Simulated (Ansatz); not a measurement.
## From the elastic tensor of MgSn$_{3}$S$_{6}$ to moduli and sound speeds

These are results of Ansatz 0.2.0, DFT PBE, scalar-relativistic, plane waves, PAW, not measurements. Cutoff 420 eV, 6×6×6 k-points (Γ-centred), fixed occupations. No spin polarisation.

Space group P-31m (No. 162), trigonal, a = 6.472 Å, c = 6.797 Å. Around Mg lie 6 S at 2.64 Å and 2 Sn at 3.40 Å; Sn on a site of symmetry 32 has 6 S at 2.59 Å; around Sn on a site of symmetry -3m lie 6 S at 2.93 Å and 2 Mg at 3.40 Å; S has 2 Sn at 2.59 Å, 1 Mg at 2.64 Å and 1 Sn at 2.93 Å.

The structure comes from a generated guess, relaxed at this level; another structure or a mixture of phases may lie lower. Spin–orbit coupling is left out, which matters for heavy elements.

Relaxed-ion constants (GPa, on the Cartesian axes of the calculation):
```
98.3 32.9 20.4  0.0 -5.4  0.0
32.9 98.3 20.4  0.0  5.4  0.0
20.4 20.4 58.2  0.0  0.0  0.0
 0.0  0.0  0.0 17.4  0.0  5.4
-5.4  5.4  0.0  0.0 17.4  0.0
 0.0  0.0  0.0  5.4  0.0 32.7
```

Density 3.857 g/cm³; 10 atoms in 246.60 Å³.

With S = C⁻¹: B_V = (C11+C22+C33+2(C12+C13+C23))/9, G_V = (C11+C22+C33−C12−C13−C23+3(C44+C55+C66))/15, 1/B_R = S11+S22+S33+2(S12+S13+S23), 15/G_R = 4(S11+S22+S33−S12−S13−S23)+3(S44+S55+S66); Hill is their mean. Then v_l = √((B+4G/3)/ρ), v_t = √(G/ρ), v_m = [(2/v_t³+1/v_l³)/3]^(−1/3) and Θ = (ħ/k_B)·v_m·(6π²n/V)^(1/3) for n atoms in the volume V; E = 9BG/(3B+G), ν = (3B−2G)/(2(3B+G)) and A^U = 5G_V/G_R + B_V/B_R − 6.

```json
{"Bulk modulus, Voigt / Reuss / Hill": "44.7 / 41.0 / 42.8 GPa", "Shear modulus, Voigt / Reuss / Hill": "25.6 / 22.2 / 23.9 GPa", "Young's modulus": "60 GPa", "Poisson ratio": "0.265", "Pugh ratio B/G": "1.79 (over 1.75, the rule of thumb for ductile)", "Universal anisotropy index": "0.85", "Longitudinal and transverse sound speeds": "4399 and 2487 m/s", "Debye temperature from the mean sound speed": "283 K"}
```
